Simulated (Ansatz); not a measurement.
ScPd3N:
```
CELL_PARAMETERS angstrom
      4.17739     0.00000     0.00000
      0.00000     4.17739     0.00000
      0.00000     0.00000     4.17739
ATOMIC_POSITIONS crystal
  Sc 0.00000 0.00000 0.00000
  Pd 0.00000 0.50000 0.50000
  Pd 0.50000 0.00000 0.50000
  Pd 0.50000 0.50000 0.00000
  N  0.50000 0.50000 0.50000
```

Relaxed with r²SCAN. Special points in fractions of this cell's reciprocal vectors: Γ (0.000, 0.000, 0.000); X (0.000, 0.500, 0.000); M (0.500, 0.500, 0.000); R (0.500, 0.500, 0.500).

**Question.** List the band energies nearest the Fermi level at these points for r²SCAN with spin–orbit coupling (plane waves, PAW; program Ansatz).

**Answer.** In eV from the Fermi level; about four levels below and three above (degenerate sets whole), none deeper than 8.9 eV; points with the same levels are listed once.

```csv
k,below,above
Γ,-1.35 -1.35 -1.35 -1.35,1.46 1.46 1.46 1.46
X,-1.16 -1.16 -1.04 -1.04,0.78 0.78 0.80 0.80
M,-0.35 -0.35 -0.25 -0.25,0.48 0.48 1.00 1.00
R,-0.15 -0.15 -0.15 -0.15,0.00 0.00 0.16 0.16
```

Space group Pm-3m (anti-perovskite). The start of the workflow was typed in or built on a structure type; neither database checked (COD, Materials Project) lists it. Whether it is the stable phase at ambient conditions was not checked. Symmetry was held in the r²SCAN relaxation; whether a distortion lowers the energy is not shown. No spin polarisation was allowed.

Potentials: the later of the program's two PAW sets.
